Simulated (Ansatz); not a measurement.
SrBrF:
Space group P4/nmm, origin choice 1 (No. 129); a = 4.218 Å, b = 4.218 Å, c = 7.408 Å, α = 90.00°, β = 90.00°, γ = 90.00°

```csv
atom,site,symmetry,x,y,z
Sr,2c,4mm,0.5000,0.0000,0.1836
Br,2c,4mm,0.0000,0.5000,0.3500
F,2a,-4m2,0.0000,0.0000,0.0000
```

Relaxed with r²SCAN. r²SCAN in the plane-wave PAW code Ansatz gives a gap of 5.85 eV.

Question: What gap does HSE06 give on the same cell (Ansatz, PAW)?

Answer: 6.47 eV, 0.61 eV more. The hybrid was solved on a coarser mesh and at special points; the gap given is the minimum over both.

Cost on shared cores: the r²SCAN run (SCF on a 7×7×4 mesh, then bands and DOS) about 110 core-seconds (a rough figure), the HSE06 run (SCF on 4×4×3, then a few points) roughly 90 core-seconds; the tasks are unlike.

The workflow started from a Materials Project entry (that database holds measured and hypothetical structures alike); the Crystallography Open Database copy checked does not list it. Whether it is the stable phase at ambient conditions was not checked. The cell was relaxed with r²SCAN under the symmetry of its start; whether a distortion lowers the energy is not shown. Spin–orbit coupling is left out wherever it is not named.

Potentials: the later of the program's two PAW sets.
